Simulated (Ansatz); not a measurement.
# Data sheet: TiSb$_{2}$ (DFT)

TiSb₂:
```cif
data_Sb4Ti2
_chemical_formula_sum 'Ti2 Sb4'
_space_group_name_H-M_alt 'P 1'
_space_group_IT_number 1
_cell_length_a 5.55309
_cell_length_b 5.55309
_cell_length_c 5.55309
_cell_angle_alpha 105.840
_cell_angle_beta 105.840
_cell_angle_gamma 117.006
loop_
_space_group_symop_operation_xyz
  'x, y, z'
loop_
_atom_site_label
_atom_site_type_symbol
_atom_site_fract_x
_atom_site_fract_y
_atom_site_fract_z
_atom_site_occupancy
Ti1 Ti 0.25000 0.25000 0.00000 1
Ti2 Ti 0.75000 0.75000 0.00000 1
Sb1 Sb 0.65175 0.84825 0.50000 1
Sb2 Sb 0.34825 0.15175 0.50000 1
Sb3 Sb 0.84825 0.34825 0.19651 1
Sb4 Sb 0.15175 0.65175 0.80349 1
```

Space group I4/mcm (No. 140); conventional cell a = b = 6.696 Å, c = 5.802 Å, α = β = γ = 90.00°.

Method: plane-wave PAW r²SCAN (Ansatz code). The cell and atoms are relaxed at this level. Other levels are named where they apply.

Cell and energy:

```json
{
  "volume_per_atom": "21.68 Å³",
  "density": "7.44 g/cm³",
  "Formation energy from the elements (no fitted shifts)": "-0.42 eV/atom"
}
```

Electronic structure:

```json
{
 "electronic_character": "metallic (no gap)",
 "Density of states at the Fermi level": "0.14 states/eV per atom (mean over ±0.08 eV)"
}
```

The workflow started from a Materials Project entry (that database holds measured and hypothetical structures alike); the Crystallography Open Database files this formula in space group No. 140, but the cells were not matched. Whether it is the stable phase at ambient conditions was not checked. The cell was relaxed with r²SCAN under the symmetry of its start; its stability against distortions is not shown here. No spin polarisation was allowed. The references are the lowest solids computed at this level, not always the standard phases. Spin–orbit coupling is left out wherever it is not named.

Potentials: the later of the program's two PAW sets.
